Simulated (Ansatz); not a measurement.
## Zone-centre modes in Al2O3

These are results of Ansatz, DFT LDA, scalar-relativistic, plane waves, PAW, not measurements. Settings: plane waves to 420 eV, k-mesh 6×4×8 (Γ-centred), Gaussian smearing 0.05 eV. No spin polarisation.

Reference structure (relaxed at this level; this form isn't the usual structure):

```
Al O
1.0
     4.59259    0.00000    0.00000
     0.00000    9.57312    0.00000
     0.00000    0.00000    2.97459
Al O
4 6
Cartesian
  1.9008 3.1687 1.4873
  2.6918 6.4044 1.4873
  4.1971 1.6179 0.0000
  0.3955 7.9553 0.0000
  3.3597 2.1318 1.4873
  0.0000 0.0000 0.0000
  3.5291 6.9184 0.0000
  1.0634 2.6548 0.0000
  1.2329 7.4413 1.4873
  2.2963 4.7866 1.4873
```

Harmonic modes by finite displacements of 0.02 Å, without the LO–TO term.

Q: At this geometry, is the structure stable against these modes?

A: Yes: no mode is imaginary beyond 10 cm⁻¹, and only the three translations lie near zero.

Q: List the wavenumbers in cm⁻¹.

A: 0, 0, 0, 56, 63, 83, 102, 114, 205, 255, 256, 307, 313, 328, 379, 406, 535, 541, 589, 656, 687, 687, 705, 706, 714, 733, 769, 884, 1089, 1182.